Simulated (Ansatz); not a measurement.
H$_{2}$Pt: projected DOS by orbital

```
CELL_PARAMETERS angstrom
2.88746 0.00000 0.00000
-1.44373 2.50061 0.00000
0.00000 0.00000 4.68892
ATOMIC_POSITIONS crystal
Pt 0.00000 0.00000 0.00000
H 0.33333 0.66667 0.17888
H 0.66667 0.33333 0.82112
```

Atoms are numbered in the order listed.

The structure comes from a relaxation in the same program, started in the CdI2 type, and has space group P-3m1. Whether it is a known phase or the ground state wasn't checked.

Spin–orbit coupling is left out, though it moves levels of the heavy atoms by tenths of an eV or more.

Level of theory: DFT, PBE, all-electron LAPW, scalar-relativistic (Ansatz 0.2.0).

Sampling and basis: a Γ-centred 14×14×8 k mesh, Fermi–Dirac smearing of 0.05 eV, basis error target 0.5 meV/atom, no spin polarisation.

States per eV for one atom of each kind, in 0.4 eV bins named by their centres, from the Fermi level, projected on a minimal set of Löwdin-orthogonalised atomic shells; orbitals are real harmonics on the Cartesian axes, equal curves share a column, and empty bins are left out, as is all above 7.9 eV, near the top of the computed bands.

Pt1 5d:

```
# E all dz2 dxz=dyz dx2-y2=dxy
-10.7 0.03 0.03 0.00 0.00
-10.3 0.03 0.02 0.00 0.00
-9.9 0.03 0.02 0.00 0.00
-9.5 0.04 0.02 0.00 0.01
-9.1 0.06 0.03 0.00 0.02
-8.7 0.61 0.04 0.07 0.22
-8.3 0.51 0.03 0.06 0.18
-7.9 0.43 0.01 0.06 0.14
-7.5 0.28 0.00 0.05 0.09
-7.1 0.37 0.00 0.07 0.11
-6.7 0.82 0.01 0.17 0.23
-6.3 0.40 0.01 0.09 0.11
-5.9 0.26 0.01 0.06 0.07
-5.5 0.21 0.01 0.06 0.04
-5.1 0.17 0.01 0.05 0.04
-4.7 1.24 0.02 0.37 0.24
-4.3 2.06 0.02 0.55 0.46
-3.9 1.36 0.19 0.17 0.42
-3.5 0.93 0.27 0.10 0.23
-3.1 1.88 0.82 0.30 0.24
-2.7 2.75 1.08 0.59 0.24
-2.3 3.62 2.03 0.72 0.08
-1.9 1.92 0.12 0.67 0.23
-1.5 0.58 0.02 0.07 0.21
-1.1 0.67 0.02 0.06 0.27
-0.7 0.73 0.01 0.05 0.31
-0.3 0.43 0.01 0.05 0.16
0.1 0.29 0.01 0.05 0.10
0.5 0.24 0.00 0.04 0.07
0.9 0.18 0.00 0.04 0.05
1.3 0.15 0.00 0.04 0.04
1.7 0.14 0.00 0.04 0.03
2.1 0.11 0.00 0.03 0.02
2.5 0.29 0.04 0.04 0.08
2.9 0.28 0.03 0.04 0.08
3.3 0.10 0.00 0.02 0.03
3.7 0.04 0.00 0.01 0.01
4.1 0.04 0.00 0.01 0.01
4.5 0.05 0.00 0.01 0.01
4.9 0.03 0.00 0.01 0.01
5.3 0.03 0.00 0.01 0.00
5.7 0.03 0.00 0.01 0.00
6.1 0.03 0.00 0.01 0.01
6.5 0.06 0.00 0.02 0.01
6.9 0.07 0.00 0.02 0.01
7.3 0.06 0.00 0.02 0.01
7.7 0.05 0.00 0.02 0.01
```

Pt1 6s:

```
# E all
-11.1 0.02
-10.7 0.10
-10.3 0.10
-9.9 0.11
-9.5 0.11
-9.1 0.12
-8.7 0.20
-8.3 0.12
-7.9 0.06
-7.5 0.01
-7.1 0.03
-6.7 0.09
-6.3 0.05
-5.9 0.03
-5.5 0.02
-4.7 0.01
-4.3 0.01
-3.9 0.01
-3.5 0.02
-3.1 0.05
-2.7 0.08
-2.3 0.17
-1.9 0.01
-0.7 0.01
-0.3 0.01
0.1 0.01
0.5 0.01
0.9 0.01
1.3 0.01
1.7 0.01
2.1 0.03
2.5 0.43
2.9 0.44
3.3 0.11
3.7 0.02
4.1 0.05
4.5 0.14
4.9 0.16
5.3 0.17
5.7 0.17
6.1 0.14
6.5 0.16
6.9 0.17
7.3 0.07
7.7 0.09
```

H2 1s:

```
# E all
-11.1 0.01
-10.7 0.05
-10.3 0.05
-9.9 0.06
-9.5 0.07
-9.1 0.08
-8.7 0.24
-8.3 0.18
-7.9 0.15
-7.5 0.09
-7.1 0.15
-6.7 0.42
-6.3 0.26
-5.9 0.20
-5.5 0.15
-5.1 0.07
-4.7 0.10
-4.3 0.04
-3.9 0.05
-3.5 0.03
-3.1 0.02
-2.7 0.02
-2.3 0.02
-1.9 0.01
-1.5 0.02
-1.1 0.04
-0.7 0.06
-0.3 0.08
0.1 0.08
0.5 0.09
0.9 0.09
1.3 0.09
1.7 0.10
2.1 0.10
2.5 0.16
2.9 0.17
3.3 0.09
3.7 0.03
4.1 0.04
4.5 0.06
4.9 0.05
5.3 0.05
5.7 0.05
6.1 0.06
6.5 0.09
6.9 0.11
7.3 0.08
7.7 0.08
```
